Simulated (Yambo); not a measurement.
ScF3 (space group R-3c, No. 167), G0W0@LDA in Yambo with this input:

```
rim_cut
gw0
dyson
el_el_corr
HF_and_locXC
ppa
em1d
RandQpts= 1000000
RandGvec= 1 Ry
EXXRLvcs= 84 Ry
VXCRLvcs= 336 Ry
Chimod= "HARTREE"
% BndsRnXp
 3 | 197 |
%
NGsBlkXp= 7 Ry
% LongDrXp
 1.0 | 1.0 | 1.0 |
%
PPAPntXp= 27.2114 eV
% GbndRnge
 1 | 197 |
%
GTermKind= "BG"
DysSolver= "n"
ExtendOut
```

On a 2×2×2 mesh, with wavefunctions cut at 84 Ry, the gap (Γ → Γ) is 11.376 eV and the valence edge shifts by -2.185 eV.

Problem. What happens with this change: 3 Ry block?

Solution. The gap rises by 0.810 eV, to 12.186 eV; the shift of the valence edge becomes -2.707 eV. Neither run is shown to be the converged limit.

Geometry of the Materials Project entry, not relaxed at this level; primitive cell a = 5.7004 Å, b = 5.7004 Å, c = 5.7004 Å, α = 60.03°, β = 60.03°, γ = 60.03°.

The structure is a Materials Project entry; no match was found in the copy of COD used, and its stability was not checked.

A shift is the quasiparticle energy of the state minus its LDA energy.
